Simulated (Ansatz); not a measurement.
## Two Ansatz runs on LiCoAs

The cell is the one relaxed in the Materials Project (mp-20698), not relaxed further here; entries there can be hypothetical. The listed cell was then made from it by scaling, straining or moving an atom.

First run: DFT, LDA, PAW with Ansatz's default frozen-core files, scalar-relativistic (Ansatz 0.2.0).

Command: `ansatz run input.yaml --threads 2 --pin off --max-ram 5120MiB --backend cpu --events-out ev --progress --plain --runs-dir out` The run took 9.5 s on 2 threads of Intel(R) Xeon(R) Processor @ 2.70GHz, with other jobs on the host, peak memory 0.52 GiB.

```yaml
crystal:
  lattice:
    - [3.7325305027, 0.0, 0.0]
    - [0.0, 3.7325305027, 0.0]
    - [0.0, 0.0, 6.1621754215]
  atoms:
    - { symbol: Li, position: [0.0, 0.5, 0.67084142] }
    - { symbol: Li, position: [0.5, 0.0, 0.32915858] }
    - { symbol: Co, position: [0.5, 0.5, 0.0] }
    - { symbol: Co, position: [0.0, 0.0, 0.0] }
    - { symbol: As, position: [0.5, 0.0, 0.77213794] }
    - { symbol: As, position: [0.0, 0.5, 0.22786206] }
kpoints:
  mp_grid: { grid: [8, 8, 5] }
scf:
  occupations: { method: fermi_dirac, width: 0.05 }
hamiltonian:
  xc: lda
  pseudopotentials: { kind: paw }
output:
  forces: true
  stress: true
  eigenvalues: true
  efg: { contact_densities: true }
```

Result: converged; pressure -6.67 GPa; largest force 0.569 eV/Å; no gap on the k mesh; 9 SCF iterations.

Spin polarisation is left out, and whether a magnetic state lies lower isn't shown here.

The input is then changed:

```diff
@@ -15,7 +15,8 @@
 scf:
   occupations: { method: fermi_dirac, width: 0.05 }
+  mixing: { preconditioner: none }
 hamiltonian:
   xc: lda
-  pseudopotentials: { kind: paw }
+  pseudopotentials: { kind: nc }
 output:
   forces: true
```

Problem. What does the second run give?

Solution. It was refused before any iteration. The program says:
```
Error: output.efg without hamiltonian.pseudopotentials.kind: paw|paw_fr|all_electron or hamiltonian.pseudopotentials.kind: all_electron — the all-electron EFG reconstruction needs the PAW one-centre densities; drop the efg request, or set kind: paw (paw_fr under spin-orbit coupling) (under a functional that reads the kinetic-energy density, kind: paw is refused in some combinations and carries risks of its own in the rest: see hamiltonian.xc for the refusals and hamiltonian.pseudopotentials.kind for the risks, both in the input reference; kind: paw is refused beside gw.static_remainder)
```
